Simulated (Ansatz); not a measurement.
ScAl₃:
```xyz
4
Lattice="4.0858 0.0000 0.0000 0.0000 4.0858 0.0000 0.0000 0.0000 4.0858" Properties=species:S:1:pos:R:3 pbc="T T T"
Sc     0.0000     0.0000     0.0000
Al     2.0429     0.0000     2.0429
Al     0.0000     2.0429     2.0429
Al     2.0429     2.0429     0.0000
```

Relaxed with r²SCAN. Special points in fractions of this cell's reciprocal vectors: Γ (0.000, 0.000, 0.000); X (0.000, 0.500, 0.000); M (0.500, 0.500, 0.000); R (0.500, 0.500, 0.500).

Task: List the band energies nearest the Fermi level at these points for DFT-r²SCAN in the program Ansatz with PAW potentials.

Result: In eV from the Fermi level; about four levels below and three above (degenerate sets whole), none deeper than 8.9 eV; points with the same levels are listed once.

```csv
k,below,above
Γ,-2.73 -2.73 -2.03 -2.03 -2.03,1.30 1.40 1.40 1.40
X,-7.80 -1.87 -1.87 -1.60,0.96 0.96 1.18
M,-6.00 -6.00 -4.71 -0.58 -0.58,1.18 1.50 2.30
R,-4.85 -3.29 -3.29 -3.29,1.06 2.88 2.88
```

Space group Pm-3m (Cu3Au type). Symmetry was held in the r²SCAN relaxation. No spin polarisation was allowed.

Potentials: the earlier of the program's two PAW sets. The files were generated under PBE; for other functionals the program regenerates the frozen cores, and for LDA and PBEsol the local potential too.
